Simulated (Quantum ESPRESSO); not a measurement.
## Al6GaMgON7 (one run as intended and one with a planted mistake)

Computed values, not a measurement. The program is pw.x of Quantum ESPRESSO 7.5 (plane-wave density functional theory). The cell is made up: 16 atoms on a doubled wurtzite lattice, with randomly drawn elements, strain and displacements, not relaxed. PseudoDojo standard norm-conserving files (v0.5 for PBE, v0.4.1 for LDA and PBEsol) set the functional; there is no spin polarisation, spin-orbit coupling or dispersion term, and the masses in the input are unused placeholders.

Intended input:

```
&control calculation='scf', pseudo_dir='./dojo.nc.sr.pbe.v0_5.standard.upf', outdir='./o', disk_io='low', tprnfor=.true., tstress=.true. /
&system ibrav=0, nat=16, ntyp=5, nbnd=47, ecutwfc=84.00895049, nosym=.true., tot_charge=0,
 occupations='smearing', smearing='fd', degauss=0.0018374661
/
&electrons conv_thr=7.350e-09, electron_maxstep=60, /
ATOMIC_SPECIES
Al 1.0 Al.upf
Ga 1.0 Ga.upf
Mg 1.0 Mg.upf
N 1.0 N.upf
O 1.0 O.upf
CELL_PARAMETERS angstrom
3.1807 -0.0281 0.0046
-0.0487 5.4747 -0.0753
0.0151 -0.142 10.596
ATOMIC_POSITIONS angstrom
Al -0.0168 0.0046 0.0485
Al 1.5698 2.7352 -0.0455
Ga 1.5428 0.7814 2.7392
Mg 0.0911 3.6111 2.6341
Al -0.0178 -0.0486 5.3409
Al 1.6184 2.578 5.1778
Al 1.5253 0.786 7.9858
Al -0.0396 3.4992 7.8957
O 0.0393 -0.0223 1.989
N 1.5382 2.6782 1.8573
N 1.5309 0.9014 4.6611
N -0.0098 3.6021 4.5147
N -0.0223 -0.1647 7.2087
N 1.5753 2.6528 7.3208
N 1.5765 0.7675 9.9902
N 0.0543 3.5227 9.8971
K_POINTS automatic
7 4 2 1 1 1
```

The log is shortened where brackets say so; the opening notice, blank lines, dates and the lines on written files are dropped, and the path of the files is cut. It prints rydbergs, bohrs and kilobars, and counts compression as positive stress. Where no state is partly filled, the Fermi energy that it prints is only some level between the filled and the empty states on the mesh, and need not lie in the true gap.

Log of the intended run:

```
     Program PWSCF v.7.5
     Parallel version (MPI & OpenMP), running on       4 processor cores
     Number of MPI processes:                 4
     Threads/MPI process:                     1
     [start-up lines left out]
     bravais-lattice index     =            0
     lattice parameter (alat)  =       6.0109  a.u.
     unit-cell volume          =    1244.8203 (a.u.)^3
     number of atoms/cell      =           16
     number of atomic types    =            5
     number of electrons       =        82.00
     number of Kohn-Sham states=           47
     kinetic-energy cutoff     =      84.0090  Ry
     charge density cutoff     =     336.0358  Ry
     scf convergence threshold =      7.3E-09
     mixing beta               =       0.7000
     number of iterations used =            8  plain     mixing
     Exchange-correlation= PBE
                           (   1   4   3   4   0   0   0)
     [axes and pseudopotential details left out]
   Cartesian axes
     site n.     atom                  positions (alat units)
         1        Al     tau(   1) = (  -0.0052816   0.0014462   0.0152476  )
         2        Al     tau(   2) = (   0.4935194   0.8599020  -0.0143045  )
         3        Ga     tau(   3) = (   0.4850310   0.2456593   0.8611596  )
         4        Mg     tau(   4) = (   0.0286403   1.1352706   0.8281179  )
         5        Al     tau(   5) = (  -0.0055960  -0.0152790   1.6790914  )
         6        Al     tau(   6) = (   0.5087984   0.8104809   1.6278154  )
         7        Al     tau(   7) = (   0.4795293   0.2471055   2.5106046  )
         8        Al     tau(   8) = (  -0.0124496   1.1000911   2.4822786  )
         9        O      tau(   9) = (   0.0123553  -0.0070108   0.6253090  )
        10        N      tau(  10) = (   0.4835849   0.8419822   0.5839047  )
        11        N      tau(  11) = (   0.4812899   0.2833854   1.4653734  )
        12        N      tau(  12) = (  -0.0030810   1.1324412   1.4193477  )
        13        N      tau(  13) = (  -0.0070108  -0.0517790   2.2662971  )
        14        N      tau(  14) = (   0.4952485   0.8339968   2.3015395  )
        15        N      tau(  15) = (   0.4956258   0.2412894   3.1407551  )
        16        N      tau(  16) = (   0.0170710   1.1074791   3.1114860  )
     number of k points=    28  Fermi-Dirac smearing, width (Ry)=  0.0018
                       cart. coord. in units 2pi/alat
        k(    1) = (   0.0719781   0.0743104   0.0759411), wk =   0.0714286
        k(    2) = (   0.0721770   0.0722473  -0.0741825), wk =   0.0714286
     [further k points left out]
     Dense  grid:   129541 G-vectors     FFT dimensions: (  36,  64, 120)
     Estimated max dynamical RAM per process >     286.00 MB
     Estimated total dynamical RAM >       1.02 GB
     Initial potential from superposition of free atoms
     starting charge      81.9818, renormalised to      82.0000
     Starting wfcs are   70 randomized atomic wfcs
     total cpu time spent up to now is        8.0 secs
     per-process dynamical memory:   203.5 Mb
     Self-consistent Calculation
     iteration #  1     ecut=    84.01 Ry     beta= 0.70
     Davidson diagonalization with overlap
     ethr =  1.00E-02,  avg # of iterations =  3.0
     total cpu time spent up to now is       19.6 secs
     total energy              =    -476.87413662 Ry
     estimated scf accuracy    <       5.00223132 Ry
     iteration #  2     ecut=    84.01 Ry     beta= 0.70
     Davidson diagonalization with overlap
     ethr =  6.10E-03,  avg # of iterations =  3.0
     total cpu time spent up to now is       30.7 secs
     total energy              =    -478.01883766 Ry
     estimated scf accuracy    <       5.52744613 Ry
     [iterations 3 to 14 left out]
     iteration # 15     ecut=    84.01 Ry     beta= 0.70
     Davidson diagonalization with overlap
     ethr =  5.37E-11,  avg # of iterations =  2.0
     total cpu time spent up to now is      154.5 secs
     total energy              =    -479.11437944 Ry
     estimated scf accuracy    <       0.00000001 Ry
     iteration # 16     ecut=    84.01 Ry     beta= 0.70
     Davidson diagonalization with overlap
     ethr =  1.50E-11,  avg # of iterations =  2.0
     total cpu time spent up to now is      162.0 secs
     End of self-consistent calculation
     [lines on levels left out]
     the Fermi energy is     8.6401 ev
!    total energy              =    -479.11437944 Ry
     estimated scf accuracy    <          2.6E-09 Ry
     smearing contrib. (-TS)   =      -0.00000000 Ry
     internal energy E=F+TS    =    -479.11437944 Ry
     The total energy is F=E-TS. E is the sum of the following terms:
     one-electron contribution =    -323.94761245 Ry
     hartree contribution      =     210.00859694 Ry
     xc contribution           =    -122.82541918 Ry
     ewald contribution        =    -242.34994474 Ry
     convergence has been achieved in  16 iterations
     Forces acting on atoms (cartesian axes, Ry/au):
     atom    1 type  1   force =     0.00297285    0.00092703   -0.04809363
     atom    2 type  1   force =     0.01743018    0.00064898    0.03965824
     atom    3 type  2   force =     0.03527028    0.15131731   -0.03561807
     atom    4 type  3   force =    -0.06317251   -0.04331241   -0.05215286
     atom    5 type  1   force =    -0.00809296   -0.05992568   -0.01635376
     atom    6 type  1   force =    -0.01185011    0.17085546    0.03375919
     atom    7 type  1   force =     0.01672080   -0.01265110   -0.02583631
     atom    8 type  1   force =     0.02011732    0.03187506    0.00493373
     atom    9 type  5   force =    -0.03802725   -0.00976983   -0.04346954
     atom   10 type  4   force =     0.06099847   -0.07992796   -0.01662827
     atom   11 type  4   force =     0.01749900   -0.12207021   -0.00525932
     atom   12 type  4   force =     0.00129886   -0.00119901    0.14528420
     atom   13 type  4   force =    -0.00705759    0.04336615    0.06998207
     atom   14 type  4   force =    -0.01741586   -0.05851634   -0.02603353
     atom   15 type  4   force =     0.00842191   -0.03113552   -0.01483424
     atom   16 type  4   force =    -0.03511339    0.01951808   -0.00933790
     Total force =     0.373498     Total SCF correction =     0.000028
     Computing stress (Cartesian axis) and pressure
          total   stress  (Ry/bohr**3)                   (kbar)     P=      -56.63
  -0.00023067   0.00012667  -0.00004757          -33.93       18.63       -7.00
   0.00012667  -0.00026615   0.00034417           18.63      -39.15       50.63
  -0.00004757   0.00034417  -0.00065813           -7.00       50.63      -96.81
     init_run     :      6.24s CPU      6.59s WALL (       1 calls)
     electrons    :    152.38s CPU    154.00s WALL (       1 calls)
     forces       :      1.71s CPU      1.75s WALL (       1 calls)
     stress       :      5.16s CPU      5.39s WALL (       1 calls)
     [timing details left out]
     PWSCF        :   2m46.97s CPU   2m49.27s WALL
     JOB DONE.
```

A second run has one planted mistake: the smearing is too wide. The input lines that differ, file-writing options aside:

```
- &system ibrav=0, nat=16, ntyp=5, nbnd=47, ecutwfc=84.00895049, nosym=.true., tot_charge=0,
+ &system ibrav=0, nat=16, ntyp=5, nbnd=65, ecutwfc=84.00895049, nosym=.true., tot_charge=0,
-  occupations='smearing', smearing='fd', degauss=0.0018374661
+  occupations='smearing', smearing='fd', degauss=0.0404242544
```

Its log:

```
     Program PWSCF v.7.5
     Parallel version (MPI & OpenMP), running on       4 processor cores
     Number of MPI processes:                 4
     Threads/MPI process:                     1
     [start-up lines left out]
     bravais-lattice index     =            0
     lattice parameter (alat)  =       6.0109  a.u.
     unit-cell volume          =    1244.8203 (a.u.)^3
     number of atoms/cell      =           16
     number of atomic types    =            5
     number of electrons       =        82.00
     number of Kohn-Sham states=           65
     kinetic-energy cutoff     =      84.0090  Ry
     charge density cutoff     =     336.0358  Ry
     scf convergence threshold =      7.3E-09
     mixing beta               =       0.7000
     number of iterations used =            8  plain     mixing
     Exchange-correlation= PBE
                           (   1   4   3   4   0   0   0)
     [axes and pseudopotential details left out]
   Cartesian axes
     site n.     atom                  positions (alat units)
         1        Al     tau(   1) = (  -0.0052816   0.0014462   0.0152476  )
         2        Al     tau(   2) = (   0.4935194   0.8599020  -0.0143045  )
         3        Ga     tau(   3) = (   0.4850310   0.2456593   0.8611596  )
         4        Mg     tau(   4) = (   0.0286403   1.1352706   0.8281179  )
         5        Al     tau(   5) = (  -0.0055960  -0.0152790   1.6790914  )
         6        Al     tau(   6) = (   0.5087984   0.8104809   1.6278154  )
         7        Al     tau(   7) = (   0.4795293   0.2471055   2.5106046  )
         8        Al     tau(   8) = (  -0.0124496   1.1000911   2.4822786  )
         9        O      tau(   9) = (   0.0123553  -0.0070108   0.6253090  )
        10        N      tau(  10) = (   0.4835849   0.8419822   0.5839047  )
        11        N      tau(  11) = (   0.4812899   0.2833854   1.4653734  )
        12        N      tau(  12) = (  -0.0030810   1.1324412   1.4193477  )
        13        N      tau(  13) = (  -0.0070108  -0.0517790   2.2662971  )
        14        N      tau(  14) = (   0.4952485   0.8339968   2.3015395  )
        15        N      tau(  15) = (   0.4956258   0.2412894   3.1407551  )
        16        N      tau(  16) = (   0.0170710   1.1074791   3.1114860  )
     number of k points=    28  Fermi-Dirac smearing, width (Ry)=  0.0404
                       cart. coord. in units 2pi/alat
        k(    1) = (   0.0719781   0.0743104   0.0759411), wk =   0.0714286
        k(    2) = (   0.0721770   0.0722473  -0.0741825), wk =   0.0714286
     [further k points left out]
     Dense  grid:   129541 G-vectors     FFT dimensions: (  36,  64, 120)
     Estimated max dynamical RAM per process >     339.77 MB
     Estimated total dynamical RAM >       1.23 GB
     Initial potential from superposition of free atoms
     starting charge      81.9818, renormalised to      82.0000
     Starting wfcs are   70 randomized atomic wfcs
     total cpu time spent up to now is        8.9 secs
     per-process dynamical memory:   249.5 Mb
     Self-consistent Calculation
     iteration #  1     ecut=    84.01 Ry     beta= 0.70
     Davidson diagonalization with overlap
     ethr =  1.00E-02,  avg # of iterations =  6.0
     total cpu time spent up to now is       29.8 secs
     total energy              =    -476.90675744 Ry
     estimated scf accuracy    <       4.97436435 Ry
     iteration #  2     ecut=    84.01 Ry     beta= 0.70
     Davidson diagonalization with overlap
     ethr =  6.07E-03,  avg # of iterations =  2.0
     total cpu time spent up to now is       45.3 secs
     total energy              =    -477.75238808 Ry
     estimated scf accuracy    <       6.47097339 Ry
     [iterations 3 to 12 left out]
     iteration # 13     ecut=    84.01 Ry     beta= 0.70
     Davidson diagonalization with overlap
     ethr =  5.88E-11,  avg # of iterations =  2.9
     total cpu time spent up to now is      158.5 secs
     total energy              =    -479.13299499 Ry
     estimated scf accuracy    <       0.00000005 Ry
     iteration # 14     ecut=    84.01 Ry     beta= 0.70
     Davidson diagonalization with overlap
     ethr =  5.82E-11,  avg # of iterations =  2.0
     total cpu time spent up to now is      167.4 secs
     End of self-consistent calculation
     [lines on levels left out]
     the Fermi energy is     8.8641 ev
!    total energy              =    -479.13299500 Ry
     estimated scf accuracy    <          2.0E-09 Ry
     smearing contrib. (-TS)   =      -0.06551951 Ry
     internal energy E=F+TS    =    -479.06747550 Ry
     The total energy is F=E-TS. E is the sum of the following terms:
     one-electron contribution =    -323.92323987 Ry
     hartree contribution      =     210.01461865 Ry
     xc contribution           =    -122.80890953 Ry
     ewald contribution        =    -242.34994474 Ry
     convergence has been achieved in  14 iterations
     Forces acting on atoms (cartesian axes, Ry/au):
     atom    1 type  1   force =     0.00255479   -0.00040741   -0.04095150
     atom    2 type  1   force =     0.01737370    0.00248628    0.03060187
     atom    3 type  2   force =     0.03608710    0.13105398   -0.03350828
     atom    4 type  3   force =    -0.06178319   -0.02981860   -0.04941691
     atom    5 type  1   force =    -0.00822085   -0.05299652   -0.01999367
     atom    6 type  1   force =    -0.01183325    0.16343184    0.03671013
     atom    7 type  1   force =     0.01661247   -0.01116511   -0.02557571
     atom    8 type  1   force =     0.02003246    0.03049514    0.00500892
     atom    9 type  5   force =    -0.03830989   -0.00923159   -0.04954221
     atom   10 type  4   force =     0.06078696   -0.07749471   -0.01861761
     atom   11 type  4   force =     0.01671110   -0.11692360    0.00270281
     atom   12 type  4   force =     0.00108006   -0.00307840    0.14333938
     atom   13 type  4   force =    -0.00704452    0.04067998    0.07018712
     atom   14 type  4   force =    -0.01737173   -0.05587283   -0.02611711
     atom   15 type  4   force =     0.00828233   -0.02768315   -0.01654413
     atom   16 type  4   force =    -0.03495756    0.01652470   -0.00828311
     Total force =     0.354315     Total SCF correction =     0.000132
     Computing stress (Cartesian axis) and pressure
          total   stress  (Ry/bohr**3)                   (kbar)     P=      -47.89
  -0.00019899   0.00012244  -0.00004736          -29.27       18.01       -6.97
   0.00012244  -0.00019815   0.00033863           18.01      -29.15       49.81
  -0.00004736   0.00033863  -0.00057953           -6.97       49.81      -85.25
     init_run     :      6.05s CPU      6.38s WALL (       1 calls)
     electrons    :    155.47s CPU    158.48s WALL (       1 calls)
     forces       :      2.09s CPU      2.14s WALL (       1 calls)
     stress       :      6.33s CPU      6.59s WALL (       1 calls)
     [timing details left out]
     PWSCF        :   2m52.52s CPU   2m56.29s WALL
     JOB DONE.
```

|  | intended run | run with the mistake |
| --- | --- | --- |
| free energy (eV) | -6518.683 | -6518.936 |
| smearing term -TS (eV) | 0.0000 | -0.8914 |
| pressure (GPa) | -5.66 | -4.79 |
| largest force component (eV/Å) | 4.393 | 4.202 |
| largest change of a force component (eV/Å) |  | 0.521 |
| iterations | 16 | 14 |

For scale, a rerun of the intended cell at 1437 eV and a 9 x 6 x 4 mesh moved values by no more than 0.004 eV in energy, 0.02 GPa in stress and 0.004 eV/Å in force. The number of bands, nbnd, was set by rule from the electron count and the smearing, so it follows the mistake.